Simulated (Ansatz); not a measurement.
## CoAs3, first-principles data

CoAs3:
```yaml
crystal:
  lattice:
    - [-4.07541, 4.07541, 4.07541]
    - [4.07541, -4.07541, 4.07541]
    - [4.07541, 4.07541, -4.07541]
  atoms:
    - { symbol: Co, position: [0.50000, 0.00000, 0.00000] }
    - { symbol: Co, position: [0.00000, 0.50000, 0.00000] }
    - { symbol: Co, position: [0.50000, 0.50000, 0.50000] }
    - { symbol: Co, position: [0.00000, 0.00000, 0.50000] }
    - { symbol: As, position: [0.49319, 0.34088, 0.15231] }
    - { symbol: As, position: [0.50681, 0.65912, 0.84769] }
    - { symbol: As, position: [0.18857, 0.34088, 0.84769] }
    - { symbol: As, position: [0.81143, 0.65912, 0.15231] }
    - { symbol: As, position: [0.15231, 0.49319, 0.34088] }
    - { symbol: As, position: [0.84769, 0.50681, 0.65912] }
    - { symbol: As, position: [0.84769, 0.18857, 0.34088] }
    - { symbol: As, position: [0.15231, 0.81143, 0.65912] }
    - { symbol: As, position: [0.34088, 0.15231, 0.49319] }
    - { symbol: As, position: [0.65912, 0.84769, 0.50681] }
    - { symbol: As, position: [0.34088, 0.84769, 0.18857] }
    - { symbol: As, position: [0.65912, 0.15231, 0.81143] }
```

Space group Im-3 (No. 204); conventional cell a = b = c = 8.151 Å, α = β = γ = 90.00°.

Method: DFT-PBEsol in the program Ansatz with PAW potentials. Structure relaxed to zero pressure with the same functional. Other levels are named where they apply.

**Cell and energy**

Volume per atom: 16.92 Å³
Density: 6.96 g/cm³
Formation energy from the elements (no fitted shifts): -0.35 eV/atom

**Electronic structure**

Electronic character: no gap, with almost no states at the Fermi level (zero-gap or semimetallic)
Density of states at the Fermi level: 0.00 states/eV per atom (mean over ±0.08 eV)
Gap with spin–orbit coupling: none (metallic)

**Mechanics**

* **Bulk modulus (Birch–Murnaghan fit)**: 129 GPa
* **Pressure derivative B′**: 4.7
* **Elastic constants (relaxed ions, GPa)**: C11 = 271, C12 = 58.5, C44 = 83.0
* **Mechanical stability**: stable (all eigenvalues of C positive)
* **Hill bulk and shear moduli**: 129 and 91.7 GPa
* **Young's modulus**: 223 GPa
* **Poisson's ratio**: 0.21
* **Debye temperature from the elastic constants**: 465 K

The workflow started from a Materials Project entry (that database holds measured and hypothetical structures alike); the Crystallography Open Database files this formula in space group No. 204, but the cells were not matched. Whether it is the stable phase at ambient conditions was not checked. Symmetry was held in the PBEsol relaxation; its stability against distortions is not shown here. The run is not spin-polarised. As this level gives no gap, shear constants depend on the k-mesh and smearing (Fermi–Dirac, 0.1 eV here). The references are the lowest solids computed at this level, not always the standard phases. Spin–orbit coupling is left out wherever it is not named.

Potentials: the later of the program's two PAW sets.
